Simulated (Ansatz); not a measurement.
**Two states of Sr$_{2}$TlReO$_{6}$**

```
Re O Sr Tl
1.0
     0.00000    5.84790    0.00000
     5.84790    0.00000    0.00000
     2.92395    2.92395   -4.19595
Re O Sr Tl
1 6 2 1
Direct
  0.50000 0.50000 0.00000
  0.25700 0.25700 0.48600
  0.74300 0.74300 0.51400
  0.22380 0.29340 0.00000
  0.29340 0.77620 0.00000
  0.77620 0.70660 0.00000
  0.70660 0.22380 0.00000
  0.75000 0.25000 0.50000
  0.25000 0.75000 0.50000
  0.00000 0.00000 0.00000
```

Level: r2SCAN, with U_eff = 3.93 eV on Re d, V = 0.57 eV between Re d and O p within 2.42 Å (all-electron-ortho-atomic projectors); 500 eV; 4×4×4 Γ-centred mesh; fermi-dirac occupations (width 0.0153 eV); Ansatz 0.2.0, fixed geometry.

State A: no moments (no spin polarisation). State B: Re1 up (collinear spin).

**Question.** Compare the two self-consistent states.

**Answer.** State B is lower by 128.8 meV an atom at zero smearing.

```
state  free energy (meV/atom)  largest moment in a small sphere (μB)  net moment (μB/cell)  gap on mesh (eV)  pressure (GPa)  largest force (eV/Å)
    A                   128.8                                   0.00                  0.00              0.75            -5.4                  4.03
    B                     0.0                                   1.05                  2.00              1.01            -5.6                  2.15
```

Origin: a known structure type with other elements, at an estimated volume, so it need not be a known compound. Caveats: the state breaks the symmetry of the cell; no spin-orbit coupling, which can shift this gap by tenths of an eV; atoms or cell far from equilibrium.
